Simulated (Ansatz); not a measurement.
Band table of As (bcc type)

```xyz
1
Lattice="-1.6470 1.6470 1.6470 1.6470 -1.6470 1.6470 1.6470 1.6470 -1.6470" Properties=species:S:1:pos:R:3 pbc="T T T"
As    0.0000    0.0000    0.0000
```

The cell comes from a relaxation on PAW files under the same functional, begun from a prototype that needn't be the stable phase.

Level of theory: DFT with LDA, scalar-relativistic, in Ansatz 0.2.0; a Γ-centred 18×18×18 k mesh, Fermi–Dirac smearing of 0.08 eV, no spin polarisation. LAPW: all electrons, basis error target 1 meV/atom.

Path points, in fractions of the reciprocal vectors: Γ (0.000, 0.000, 0.000), H (0.500, -0.500, 0.500), N (0.000, 0.000, 0.500), P (0.250, 0.250, 0.250). The distance column jumps between branches of the path. Levels in eV from the Fermi level; bands 10 to 14, counted from the lowest band of the run. The gap is zero, the pressure 0.02 GPa.

```
# k(1/Å) point b10 b11 b12 b13 b14
0.000 Γ -15.63 6.35 6.35 6.35 13.74
0.273 - -15.36 5.22 5.56 5.56 13.34
0.545 - -14.56 3.04 3.75 3.75 10.37
0.818 - -13.25 0.91 1.76 1.76 7.94
1.090 - -11.47 -0.80 0.03 0.03 6.05
1.363 - -9.36 -1.97 -1.27 -1.27 4.71
1.635 - -7.35 -2.44 -2.08 -2.08 3.90
1.908 H -6.45 -2.35 -2.35 -2.35 3.63
2.100 - -6.87 -2.82 -2.21 -1.89 3.99
2.293 - -7.75 -3.80 -1.81 -0.91 5.04
2.486 - -8.66 -4.83 -1.16 0.20 6.69
2.678 - -9.44 -5.70 -0.29 1.39 8.62
2.871 - -10.02 -6.35 0.72 2.66 9.68
3.064 - -10.37 -6.75 1.66 3.92 8.83
3.256 N -10.49 -6.88 2.10 4.61 8.09
3.449 - -11.19 -5.94 2.23 4.69 8.23
3.642 - -12.40 -3.99 2.63 4.92 8.65
3.834 - -13.52 -1.67 3.27 5.26 9.37
4.027 - -14.43 0.83 4.12 5.66 10.39
4.220 - -15.09 3.33 5.08 6.02 11.73
4.412 - -15.49 5.43 5.96 6.27 13.04
4.605 Γ -15.63 6.35 6.35 6.35 13.74
4.841 - -15.43 4.98 6.02 6.02 12.87
5.077 - -14.83 2.42 4.86 4.86 12.01
5.313 - -13.84 -0.12 3.02 3.02 12.30
5.549 - -12.51 -2.30 1.04 1.04 13.41
5.785 - -10.96 -3.92 -0.78 -0.78 15.04
6.021 - -9.60 -4.53 -2.29 -2.29 16.97
6.257 P -9.15 -3.44 -3.44 -3.44 18.71
6.493 - -9.30 -4.21 -4.21 -1.00 15.50
6.729 - -9.41 -4.59 -4.59 1.95 12.11
6.965 - -9.26 -4.58 -4.58 4.12 10.17
7.201 - -8.78 -4.20 -4.20 3.04 9.09
7.437 - -7.99 -3.53 -3.53 0.68 6.42
7.673 - -7.03 -2.75 -2.75 -1.39 4.44
7.909 H -6.45 -2.35 -2.35 -2.35 3.63
9.561 P -9.15 -3.44 -3.44 -3.44 18.71
9.697 - -9.24 -4.34 -3.22 -2.41 17.40
9.834 - -9.48 -5.11 -2.60 -1.27 15.95
9.970 - -9.79 -5.75 -1.69 -0.01 14.09
10.106 - -10.07 -6.24 -0.59 1.33 12.03
10.242 - -10.30 -6.60 0.58 2.72 10.16
10.379 - -10.44 -6.81 1.63 3.98 8.69
10.515 N -10.49 -6.88 2.10 4.61 8.09
```
